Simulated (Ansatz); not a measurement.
Relaxed-ion elastic tensor of V (bcc (W type), space group No. 229) in GPa (Voigt order), DFT-PBE in the program Ansatz with PAW potentials; density 6.29 g/cm³, 13.45 Å³ per atom.

```tsv
	1	2	3	4	5	6
1	267	140	140	0.0	0.0	0.0
2	140	267	140	0.0	0.0	0.0
3	140	140	267	0.0	0.0	0.0
4	0.0	0.0	0.0	23.1	0.0	0.0
5	0.0	0.0	0.0	0.0	23.1	0.0
6	0.0	0.0	0.0	0.0	0.0	23.1
```

Q: Is the crystal mechanically stable?

A: Yes: the smallest eigenvalue of C is 23.1 GPa.

Q: Work out the Voigt, Reuss and Hill averages.

A: K_V = 183, K_R = 183, K_H = 183; G_V = 39.2, G_R = 31.0, G_H = 35.1 GPa.

Q: Give Young's modulus, Poisson's ratio, Pugh's ratio and the universal anisotropy index.

A: E = 9KG/(3K + G) = 99.0 GPa; ν = 0.41; K/G = 5.20 (ductile by the Pugh limit of 1.75); A_U = 5G_V/G_R + K_V/K_R − 6 = 1.32.

Q: Estimate the sound speeds and the Debye temperature.

A: v_l = √((K + 4G/3)/ρ) = 6040 m/s, v_t = √(G/ρ) = 2360 m/s, mean 2680 m/s; Θ = (h/k)(3n/4πV)^(1/3) v_m = 335 K.

Q: Give the Zener ratio and Young's modulus along [100], [110] and [111].

A: A = 2C44/(C11 − C12) = 0.37; 1/E = S11 − 2(S11 − S12 − S44/2)Γ with Γ = 0, 1/4, 1/3 gives 170, 78.6, 66.6 GPa.

Space group Im-3m (bcc (W type)). The cell was relaxed with PBE under the symmetry of its start. The workflow began spin-polarised and lost its moments. As this level gives no gap, shear constants depend on the k-mesh and smearing (Fermi–Dirac, 0.1 eV here). On the denser mesh and wider smearing of the elastic run this cell carries a stress of 0.4 GPa.

Potentials: the earlier of the program's two PAW sets.
